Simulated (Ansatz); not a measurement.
The cell comes from COD entry 1537628, which wasn't checked; take it as a given geometry. The listed cell was then made from it by scaling, straining or moving an atom.

ScPt: DFT, LDA, all-electron PAW with datasets made for the crystal, scalar-relativistic (Ansatz 0.2.0). What sets it apart from a plain run of this crystal: volume scaled by 1.02.

Command: `ansatz run input.yaml --threads 1 --pin off --max-ram 3072MiB --backend cpu --events-out ev --progress --plain --runs-dir out` The run took 6.9 s on 1 thread of Arm Neoverse V2, with other jobs on the host, peak memory 0.45 GiB.

```yaml
crystal:
  lattice:
    - [3.2916562603, 0.0, 0.0]
    - [0.0, 3.2916562603, 0.0]
    - [0.0, 0.0, 3.2916562603]
  atoms:
    - { symbol: Sc, position: [0.5, 0.5, 0.5] }
    - { symbol: Pt, position: [0.0, 0.0, 0.0] }
kpoints:
  mp_grid: { grid: [10, 10, 10] }
scf:
  occupations: { method: fermi_dirac, width: 0.05 }
hamiltonian:
  xc: lda
  pseudopotentials: { kind: all_electron, datasets: crystal }
output:
  forces: true
  stress: true
  eigenvalues: true
  efg: { contact_densities: true }
```

Output (standing set-up lines are left out):

```
Crystal: 2 atoms, lattice volume = 35.665 Å³
iter 1 solved again at ethr=1.79e-2 eV; its pass at ethr=1.00e-1 eV (dr2=5.18e0 eV) is discarded
SCF iter   1: F=—  HF=-521431.761204 eV  |F-HF|=—  |Δ(HF+E_count)|=         —  Δρ=1.11e-1  dr2=5.34e0  ethr=1.79e-2  ⟨swp⟩=2.0  Hψ=6163  notcnv=0
preconditioner: auto → none  [metal: Δε(μ)=0.023 eV  Ē_g=6.674 eV  σ=0.050 eV  W_gap=0.11  n_scr=6 (ndim 8)  ℏωp=22.4 eV  f_vac=0.000  D(μ)=2.30/eV (n_scr^D=26)  sad-step TF]
SCF iter   2: F=—  HF=-521430.915303 eV  |F-HF|=—  |Δ(HF+E_count)|=   8.46e-1  Δρ=3.70e-2  dr2=5.37e-1  ethr=1.79e-2  ⟨swp⟩=2.0  Hψ=2353  notcnv=0
SCF iter   3: F=—  HF=-521430.709189 eV  |F-HF|=—  |Δ(HF+E_count)|=   2.06e-1  Δρ=1.39e-2  dr2=1.07e-1  ethr=1.85e-3  ⟨swp⟩=3.3  Hψ=3187  notcnv=0
SCF iter   4: F=—  HF=-521430.759662 eV  |F-HF|=—  |Δ(HF+E_count)|=   5.05e-2  Δρ=2.30e-2  dr2=2.96e-1  ethr=3.70e-4  ⟨swp⟩=3.1  Hψ=3802  notcnv=0  recentre
iter 5 solved again at ethr=2.62e-5 eV; its pass at ethr=3.70e-4 eV (dr2=7.60e-3 eV) is discarded
SCF iter   5: F=—  HF=-521430.749743 eV  |F-HF|=—  |Δ(HF+E_count)|=   9.92e-3  Δρ=3.86e-3  dr2=7.59e-3  ethr=2.62e-5  ⟨swp⟩=2.0  Hψ=4731  notcnv=0
SCF iter   6: F=—  HF=-521430.749502 eV  |F-HF|=—  |Δ(HF+E_count)|=   2.41e-4  Δρ=1.89e-3  dr2=2.50e-3  ethr=2.62e-5  ⟨swp⟩=3.0  Hψ=2442  notcnv=0
SCF iter   7: F=—  HF=-521430.751147 eV  |F-HF|=—  |Δ(HF+E_count)|=   1.64e-3  Δρ=9.27e-4  dr2=5.65e-4  ethr=8.61e-6  ⟨swp⟩=2.1  Hψ=2867  notcnv=0  defer=2
SCF iter   8: F=—  HF=-521430.751075 eV  |F-HF|=—  |Δ(HF+E_count)|=   7.11e-5  Δρ=4.15e-4  dr2=1.11e-4  ethr=1.95e-6  ⟨swp⟩=2.1  Hψ=2029  notcnv=0
SCF iter   9: F=—  HF=-521430.751059 eV  |F-HF|=—  |Δ(HF+E_count)|=   1.60e-5  Δρ=4.04e-5  dr2=1.09e-6  ethr=3.82e-7  ⟨swp⟩=2.4  Hψ=2051  notcnv=0
SCF iter  10: F=-521430.751059 eV  HF=-521430.751059 eV  |F-HF|=4.58e-8  |Δ(HF+E_count)|=   1.16e-7  Δρ=1.06e-5  dr2=5.62e-8  ethr=3.77e-9  ⟨swp⟩=3.1  Hψ=2228  notcnv=0
SCF 1 converged in 10 iterations: F = -521430.751074 eV  dr2 = 5.62e-8
  Residual-converged pass: ⟨swp⟩=4.0  Hψ=3039  notcnv=0  max |occ|·‖R‖ = 5.3e-6 eV (tolerance 5.3e-6 eV)  dr2=5.06e-8  dr2_onsite=1.74e-8  max |Δocc| = 3.8e-10
  greatest PAW one-centre occupation: 1.000 electrons in one spin orbital (limit 2), on the Pt atom at site 1 (counted from 0), in its partial waves of l = 1
SCF converged after 10 iterations
Free energy (F): -521430.751074 eV
Harris-Foulkes:  -521430.751074 eV  (|F-HF|=4.58e-8)
Internal energy: -521430.736454 eV  (E = F + TS)
E sigma→0 (E₀):  -521430.743764 eV
Entropy (-TS):   -0.014620 eV (-7.310 meV/atom)
Past the cutoff: the bands carry plane waves up to 1.75 times it, of which those up to 1.5 times it add -0.000541 eV an atom, each by itself; the spheres take 0.000413 eV an atom off the energy for waves past 1.75 times it
By the cutoff:   a pressure is off by up to 0.008 GPa (1.2 times the spheres' own share and the shells' term, over an atom's volume, and 0.004 GPa: a bound that held against runs at twice the plane waves)
Past the cutoffs: a stress includes 0.0005 GPa for waves and charges beyond them, in addition to the slope of what the spheres take
In the spheres:  the bands' charges fall short by 1.8e-6 e at most (sound up to 1e-3)
Fermi energy:    18.999492 eV
--- Per-component energies (eV) ---
  The terms above E_closure are by the made datasets' own strengths, without shells solved beside the bands.
--- Forces (eV/Å), atoms counted from 1 ---
  atom   1  Sc     0.00000000    -0.00000000     0.00000000
  atom   2  Pt    -0.00000000     0.00000000     0.00000000
  max |Σ_I F_I| component: 9.43e-30 eV/Å
--- Stress (GPa, compression-positive) ---
       -8.015977       0.000000       0.000000
        0.000000      -8.015977       0.000000
        0.000000       0.000000      -8.015977
  P = ⅓ Tr σ = -8.0160 GPa (-80.160 kbar)
--- PAW observables at the nuclei: V_zz in 10²¹ V/m², potentials from the cell's mean, atoms counted from 1 ---
  atom   1  Sc V_zz =    -0.000000   η = 0.0000   by run symmetry: forbidden
            electrostatic potential = -2374.501582 V   contact ρ = 48282.086543 e/Å³
  atom   2  Pt V_zz =    +0.000000   η = 0.0000   by run symmetry: forbidden
            electrostatic potential = -16113.186516 V   contact ρ = 12031457.881499 e/Å³
--- Band table (eV; the first three rows and the last of 56) ---
  k-point 0: bands = ["-79.6844", "-33.7896", "-33.7896", "-33.7896", "-30.3835", "-9.1827", "-9.1827", "-9.1827", "10.9927", "13.8968", "13.8968", "16.2098", "16.2098", "16.2098", "20.3856", "20.3856", "22.3428", "22.3428", "22.3428"]
  k-point 1: bands = ["-79.6844", "-33.7934", "-33.7893", "-33.7893", "-30.3808", "-9.2052", "-9.1817", "-9.1817", "11.1721", "13.9607", "14.0090", "16.1709", "16.1709", "16.2439", "20.2532", "20.4162", "21.9858", "21.9858", "22.2753"]
  k-point 2: bands = ["-79.6842", "-33.8032", "-33.7886", "-33.7886", "-30.3738", "-9.2637", "-9.1790", "-9.1790", "11.6829", "14.1396", "14.3219", "16.0718", "16.0718", "16.3363", "19.8984", "20.3884", "21.3007", "21.3007", "22.0962"]
  k-point 55: bands = ["-79.6822", "-33.8174", "-33.8174", "-33.8174", "-30.3250", "-9.3579", "-9.3579", "-9.3579", "14.7612", "14.7612", "14.7612", "17.4740", "17.4740", "17.6211", "17.6211", "17.6211", "21.8616", "22.5441", "22.5441"]
```

Spin polarisation is left out, and whether a magnetic state lies lower isn't shown here.
